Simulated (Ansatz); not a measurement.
Volume from LDA minus that from r²SCAN (% of the latter), each on its own relaxed cell (Ansatz, a quantum-chemistry and plane-wave program, plane waves, PAW; no spin–orbit coupling, no Hubbard U), by class (classes overlap):

```
class                                  phases   mean  median  mean absolute  10th percentile  90th percentile  share above zero (%)
-------------------------------------  ------  -----  ------  -------------  ---------------  ---------------  --------------------
elements                                   21   -8.6    -6.9            8.6            -14.4             -3.4                     0
intermetallics                             91   -4.6    -4.4            4.6             -6.4             -2.9                     0
oxides of main-group metals                15   -4.4    -3.6            4.4             -6.7             -1.9                     0
transition-metal oxides                    17   -4.3    -3.9            4.3             -5.2             -3.3                     0
rare-earth compounds                       13   -6.6    -6.6            6.6             -8.2             -4.5                     0
halides                                    38   -8.0    -8.0            8.0            -11.7             -4.8                     0
sulfides, selenides and tellurides         35   -6.7    -6.4            6.7             -9.4             -5.1                     0
nitrides                                   20   -3.4    -3.1            3.4             -5.1             -1.9                     0
phosphides, arsenides and antimonides      20   -4.5    -3.9            4.5             -7.0             -3.2                     0
carbides, borides and silicides            30   -3.4    -3.3            3.4             -5.1             -2.3                     0
layered and molecular crystals             12  -10.4   -11.0           10.4            -12.6             -6.9                     0
crystals with elements from indium on     149   -5.6    -4.7            5.6             -9.1             -2.9                     0
all crystals                              298   -5.4    -4.7            5.4             -9.1             -2.7                     0
```

Some cases that may be named, with their rank among the 298 from the lowest: Cs, fcc (Cu type) -21.6 % (rank 1); I, molecular I2 type -16.7 % (rank 2); ZnCdO2, P3m1 (Zn on 1a, Cd on 1c, O on 1c, O on 1a) -4.7 % (rank 149); TiGe2, Fddd (Ti on 8b, Ge on 16f) -4.7 % (rank 150); SiO2, rutile -1.7 % (rank 297); Si3N4, P6_3/m (Si on 6h, N on 2c, N on 6h) -1.3 % (rank 298).

The phases are those computed here (of each formula those with measured values and the lowest at some level), not a balanced benchmark, and neither functional is the truth. Pairs that end in unlike spin orders or unlike minima (c/a over 6 % apart, 30 % for weakly bound crystals), magnets with 4f shells, solids of gases and phases set aside for tests are left out.

1 hold 4f electrons in the valence, where a lower state may exist. 12 are weakly bound layers, chains or molecules. 2 relaxed far from the usual cell at some level.

Not the usual ambient phase: Cs, fcc (Cu type); SiO2, rutile. Standing as an ambient phase not checked: ZnCdO2, P3m1 (Zn on 1a, Cd on 1c, O on 1c, O on 1a); TiGe2, Fddd (Ti on 8b, Ge on 16f). Weakly bound layers, chains or molecules computed without a dispersion correction, so cells and soft constants are ill determined: I, molecular I2 type with LDA; I, molecular I2 type with r²SCAN. All cells were relaxed under the symmetry of their starts (and spin orders); stability against distortions was not tested throughout. Named crystals with no word on spin ran without spin polarisation. Scalar-relativistic: spin–orbit coupling is off unless named, which matters more the heavier the elements.

Potentials: the later of the program's two PAW sets.

Ansatz is a plane-wave DFT program.
